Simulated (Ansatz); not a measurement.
This WSe3 structure is the end of a relaxation. The cell was found from a structure generator's guess, not taken from experiment.

These are results of DFT PBE, scalar-relativistic, plane waves, PAW in Ansatz, not measurements. Cutoff 420 eV, Γ-centred mesh, Gaussian smearing, no spin polarisation.

```
CELL_PARAMETERS angstrom
3.02565 0.00000 0.00000
0.00000 3.02565 0.00000
0.00000 0.00000 10.62434
ATOMIC_POSITIONS crystal
W 0.50000 0.50000 0.50000
Se 0.00000 0.00000 0.35155
Se 0.00000 0.00000 0.64845
Se 0.00000 0.00000 0.00000
```

Formation energies are uncorrected and refer to the elements' standard structures at the same level.

(1) Find its symmetry and describe it.

(2) What is its formation energy per atom?

(3) Is it a metal?

Answers

(1) P4/mmm (No. 123). Conventional cell: a = 3.026 Å, c = 10.624 Å. W is surrounded by 8 Se at 2.66 Å and 4 W at 3.03 Å; Se on a site of symmetry 4mm has 4 W at 2.66 Å and 5 Se at 3.03–3.15 Å; Se on a site of symmetry 4/mmm has 4 Se at 3.03 Å.

(2) +0.04 eV/atom. The separate elements lie lower, so it is unstable against them.

(3) Yes, bands cross the Fermi level on the 16×16×6 mesh.

The last run used a 16×16×6 mesh (in the run's order of axes) for its 4-atom cell and Gaussian smearing of 0.10 eV. Weakly bound directions are ill-defined at this level, which has no dispersion term. Spin–orbit coupling, which can matter for W, is left out. The cell is a metal run without spin; a magnetic state may lie lower. The reference form of Se is held partly by dispersion forces, which this level lacks. Symmetry constrained the relaxation, so the result can be a saddle point. Another cell of WSe3 relaxed alike, in Pmmn, lies 294 meV/atom lower, so this cell isn't the stable form at this level.
